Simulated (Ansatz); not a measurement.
## Bi₂Te₂Pb₅S₆ — 33S NMR of the central transition

Cell: an entry of the Crystallography Open Database (COD; perhaps a calculated or model structure), its atoms then relaxed with PBE in this cell.

Space group P-3m1 (No. 164); a = 4.2428, c = 27.3112 Å, γ = 120.00°.

| site | Wyckoff | site symmetry | x | y | z |
| --- | --- | --- | --- | --- | --- |
| Bi | 2c | 3m. | 0.0000 | 0.0000 | 0.1219 |
| Te | 2d | 3m. | 0.3333 | 0.6667 | 0.9441 |
| Pb5 | 2d | 3m. | 0.3333 | 0.6667 | 0.7513 |
| Pb7 | 2d | 3m. | 0.3333 | 0.6667 | 0.3744 |
| Pb9 | 1b | -3m. | 0.0000 | 0.0000 | 0.5000 |
| S10 | 2d | 3m. | 0.3333 | 0.6667 | 0.1863 |
| S12 | 2c | 3m. | 0.0000 | 0.0000 | 0.3117 |
| S14 | 2d | 3m. | 0.3333 | 0.6667 | 0.5628 |

One atom of each set is listed.

The numbers come from a DFT calculation in Ansatz (PBE, plane waves and PAW, scalar-relativistic, 420 eV cutoff, Γ-centred 8×8×1 k-points, Fermi–Dirac smearing 0.02 eV).

33S has I = 3/2 and Q = -69.40 mb (Pyykkö 2018); at 9.4 T its Larmor frequency is ν₀ = 30.8 MHz. Only the quadrupole interaction is simulated: positions count from each site's isotropic chemical shift, and J coupling is left out, as are shift anisotropy and dipolar coupling, which fast spinning averages.

(1) What does the 33S spectrum (fast magic-angle spinning) show for each site?

Results:

(1) 

| site | first shell | C_Q (MHz) | η | P_Q (MHz) | δ_QIS (ppm) | breadth (kHz) |
| --- | --- | --- | --- | --- | --- | --- |
| S10 | 3 Pb at 2.98 Å, 3 Bi at 3.02 Å | -0.514 | 0.00 | 0.514 | -6.99 | 0.461 |
| S12 | 6 Pb at 2.99 Å | 0.245 | 0.00 | 0.245 | -1.59 | 0.105 |
| S14 | 6 Pb at 2.99 Å | 0.287 | 0.00 | 0.287 | -2.18 | 0.143 |

δ_QIS = −(ν_Q²/30ν₀²)[I(I+1) − 3/4](1 + η²/3) × 10⁶ ppm with ν_Q = 3|C_Q|/[2I(2I−1)]; it falls as 1/B₀² in ppm, and the breadth as 1/B₀ in kHz.

An axis of threefold or higher order runs through S10, S12 and S14, so V_zz lies along it and η is zero.

Without spin–orbit coupling the gradients at and beside Bi and Pb can be off by some per cent, at some sites by more. With a gap of 0.8 eV on this mesh, small gradients can still move by 0.1 × 10²¹ V/m² or more as the k-mesh gets denser.
